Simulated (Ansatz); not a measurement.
A relaxed structure of Na₂S is spoiled in several ways and relaxed again each time (noise and exchanges are one random draw each; pressure is positive under compression). Calculation: r2SCAN (plane waves to 500 eV, PAW, scalar-relativistic; Ansatz, a first-principles code).

```cif
data_Na8S4
_chemical_formula_sum 'Na8 S4'
_space_group_name_H-M_alt 'Fm-3m'
_space_group_IT_number 225
_space_group_name_Hall '-F 4 2 3'
_cell_length_a 6.51126
_cell_length_b 6.51126
_cell_length_c 6.51126
_cell_angle_alpha 90.000
_cell_angle_beta 90.000
_cell_angle_gamma 90.000
loop_
_atom_site_label
_atom_site_type_symbol
_atom_site_symmetry_multiplicity
_atom_site_Wyckoff_symbol
_atom_site_fract_x
_atom_site_fract_y
_atom_site_fract_z
_atom_site_occupancy
Na1 Na 8 c 0.25000 0.25000 0.25000 1
S1 S 4 a 0.00000 0.00000 0.00000 1
```
(The calculation used a cell of 3 atoms; values per cell refer to that cell.)

| change | first pressure (GPa) | largest first force (eV/Å) | released (eV/atom) | moves | outcome | final group | E − E(parent) (eV/atom) |
|---|---|---|---|---|---|---|---|
| with every coordinate shifted by Gaussian noise of σ = 0.45 Å | – | – | 1.0 | 6 | returns to the parent | Fm-3m | 0.000 |
| deformed by the Cartesian strain tensor (xx, yy, zz, yz, xz, xy) = (-0.027, 0.098, -0.034, -0.009, -0.086, 0.022) | [?] | 0.23 | [?] | 5 | [?] | [?] | [?] |
| with one Na and one S atom exchanged in a cell of 6 atoms | 4.4 | 1.72 | 1.25 | 15 | trapped higher | R3m | +0.151 |
| doubled along one cell vector, shaken by Gaussian noise of σ = 0.08 Å a coordinate | 0.2 | 0.69 | 0.016 | 3 | returns to the parent | Fm-3m | 0.000 |

Task: What belongs in the gaps?

Result: 
- deformed by the Cartesian strain tensor (xx, yy, zz, yz, xz, xy) = (-0.027, 0.098, -0.034, -0.009, -0.086, 0.022), first pressure (GPa): 0.0
- deformed by the Cartesian strain tensor (xx, yy, zz, yz, xz, xy) = (-0.027, 0.098, -0.034, -0.009, -0.086, 0.022), released (eV/atom): 0.084
- deformed by the Cartesian strain tensor (xx, yy, zz, yz, xz, xy) = (-0.027, 0.098, -0.034, -0.009, -0.086, 0.022), outcome: returns to the parent
- deformed by the Cartesian strain tensor (xx, yy, zz, yz, xz, xy) = (-0.027, 0.098, -0.034, -0.009, -0.086, 0.022), final group: Fm-3m
- deformed by the Cartesian strain tensor (xx, yy, zz, yz, xz, xy) = (-0.027, 0.098, -0.034, -0.009, -0.086, 0.022), E − E(parent) (eV/atom): 0.000

First-step values come from each run's starting, coarser k-mesh (6×6×6, 6×7×6, 3×6×6, 6×3×6). The runs use different k-meshes, so differences are rounded accordingly. No spin polarisation in the result.
